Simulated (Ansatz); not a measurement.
TiO2:
Space group P4₂/mnm (No. 136); a = 4.643 Å, b = 4.643 Å, c = 2.964 Å, α = 90.00°, β = 90.00°, γ = 90.00°

```json
[
 {"atom": "Ti", "site": "2a", "symmetry": "m.mm", "x": "0.0000", "y": "0.0000", "z": "0.0000"},
 {"atom": "O", "site": "4f", "symmetry": "m.2m", "x": "0.3051", "y": "0.3051", "z": "0.0000"}
]
```

Relaxed with PBE. PBE in the plane-wave PAW code Ansatz gives a gap of 1.86 eV.

Task: What gap does HSE06 give on the same cell (Ansatz, PAW)?

Result: 3.34 eV, 1.48 eV more. The hybrid was solved on a coarser mesh and at special points; its gap is the smallest among all of these.

| k | v1 PBE | c1 PBE | v1 HSE06 | c1 HSE06 |
|---|---|---|---|---|
| Γ | 0.00 | 1.86 | 0.00 | 3.34 |
| Z | -1.40 | 2.90 | (withheld) | (withheld) |
| M | -1.03 | 1.89 | -1.10 | 3.36 |
| A | -0.67 | 2.56 | (withheld) | (withheld) |
| R | -0.98 | 1.90 | (withheld) | (withheld) |
| X | -0.71 | 2.50 | (withheld) | (withheld) |

Task: Top valence (v1) and lowest conduction level (c1) in eV from each method's valence maximum (which need not be a listed point): supply the withheld HSE06 values.

Result: 
- A, v1 HSE06: -0.75
- A, c1 HSE06: 4.09
- Z, v1 HSE06: -1.57
- Z, c1 HSE06: 4.46
- R, v1 HSE06: -1.07
- R, c1 HSE06: 3.38
- X, v1 HSE06: -0.78
- X, c1 HSE06: 4.05

Cost on shared cores: the PBE run (SCF on a 6×6×9 mesh, then bands and DOS) very roughly 50 core-seconds, the HSE06 run (SCF on 4×4×6, then a few points) about 4 core-minutes (a rough figure); the tasks are unlike.

Space group P4_2/mnm (rutile). The PBE relaxation kept the symmetry of its start. At this level the phase is dynamically unstable (imaginary phonons). No spin polarisation was allowed.

Potentials: the later of the program's two PAW sets.
